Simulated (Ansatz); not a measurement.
ZnAg:
```
CELL_PARAMETERS angstrom
      2.82013     0.00000     0.00000
     -1.41006     2.44230     0.00000
      0.00000     0.00000     4.28795
ATOMIC_POSITIONS crystal
  Zn 0.00000 0.00000 0.00000
  Ag 0.33333 0.66667 0.50000
```

Relaxed with LDA. Special points in fractions of this cell's reciprocal vectors: Γ (0.000, 0.000, 0.000); M (0.500, 0.000, 0.000); K (0.333, 0.333, 0.000); A (0.000, 0.000, 0.500); L (0.500, 0.000, 0.500); H (0.333, 0.333, 0.500).

Question: List the band energies nearest the Fermi level at these points for plane-wave PAW LDA (Ansatz code).

Answer: In eV from the Fermi level; about four levels below and three above (degenerate sets whole), none deeper than 8.9 eV; … stands for higher levels left out; points with the same levels are listed once.

```
k                          below           above
-  -----------------------------  --------------
Γ  -5.26 -5.26 -4.14 -4.14 -1.43          2.61 …
M        -4.30 -3.31 -2.58 -0.29     5.74 5.92 …
K        -5.20 -5.18 -4.86 -4.85  0.40 0.73 1.01
A        -5.15 -5.15 -4.17 -4.17   10.60 12.29 …
L        -4.30 -3.31 -1.65 -0.40     1.49 3.59 …
H        -5.57 -5.45 -5.11 -4.32  0.82 2.82 2.83
```

Space group P-6m2. The first step of the workflow began from a Materials Project structure, measured or hypothetical; the Crystallography Open Database copy checked does not list it. COD files the formula under space group No. 221. With Zn and Ag taken as one species the cell has the higher symmetry P6_3/mmc, so it may be an ordered model of a mixed-site phase. Its standing as an ambient phase is unchecked. The LDA relaxation kept the symmetry of its start; its stability against distortions is not shown here. No spin polarisation was allowed. Scalar-relativistic: spin–orbit coupling is off unless named, which matters more the heavier the elements.

Potentials: the later of the program's two PAW sets.
